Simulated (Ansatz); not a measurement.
Al$_{2}$Cu in space group I4/mcm (No. 140; Al on 8h, Cu on 4a) under volume change, DFT-PBEsol in the program Ansatz with PAW potentials, shape and atoms relaxed at each volume.

```tsv
V (Å³/atom)	E − E(relaxed) (meV/atom)	P (GPa)
13.153	47.2	12.68
13.587	19.8	7.73
14.021	4.7	3.54
14.454	0.0	0.00
14.888	4.2	-3.01
15.322	15.9	-5.57
15.755	34.0	-7.73
```

Task: What does a third-order Birch–Murnaghan fit give for V₀, B₀ and B′?

Result: V₀ = 14.45 Å³/atom, B₀ = 109 GPa, B′ = 4.5.

The PBEsol relaxation kept the symmetry of its start. No spin polarisation was allowed.

Potentials: the later of the program's two PAW sets.
